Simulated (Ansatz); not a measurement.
Ti:
```cif
data_Ti2
_chemical_formula_sum 'Ti2'
_space_group_name_H-M_alt 'P63/mmc'
_space_group_IT_number 194
_space_group_name_Hall '-P 6c 2c'
_cell_length_a 2.86497
_cell_length_b 2.86497
_cell_length_c 4.53063
_cell_angle_alpha 90.000
_cell_angle_beta 90.000
_cell_angle_gamma 120.000
loop_
_atom_site_label
_atom_site_type_symbol
_atom_site_symmetry_multiplicity
_atom_site_Wyckoff_symbol
_atom_site_fract_x
_atom_site_fract_y
_atom_site_fract_z
_atom_site_occupancy
Ti1 Ti 2 d 0.66667 0.33333 0.25000 1
```

Relaxed at zero pressure with LDA in the plane-wave PAW code Ansatz.

**Question.** The volume is lowered by 9 % and shape and atoms relax at that volume. What pressure results, and how do the axes share the change?

**Answer.** 14.1 GPa; a -3.3 %, b -3.3 %, c -2.7 %; the energy rises by 59 meV/atom.

**Question.** Give the new structure.

**Answer.** 
Space group P6₃/mmc (No. 194); a = b = 2.7708 Å, c = 4.4079 Å, α = β = 90.00°, γ = 120.00°

```csv
atom,site,symmetry,x,y,z
Ti,2d,-6m2,0.6667,0.3333,0.2500
```

The phase is kept; no other phase was compared at this pressure.

Space group P6_3/mmc (hcp (Mg type)). The LDA relaxation kept the symmetry of its start. No spin polarisation was allowed. Axis ratios of metals converge slowly with the k-mesh, so a and c are less sure than the volume.

Potentials: the later of the program's two PAW sets.
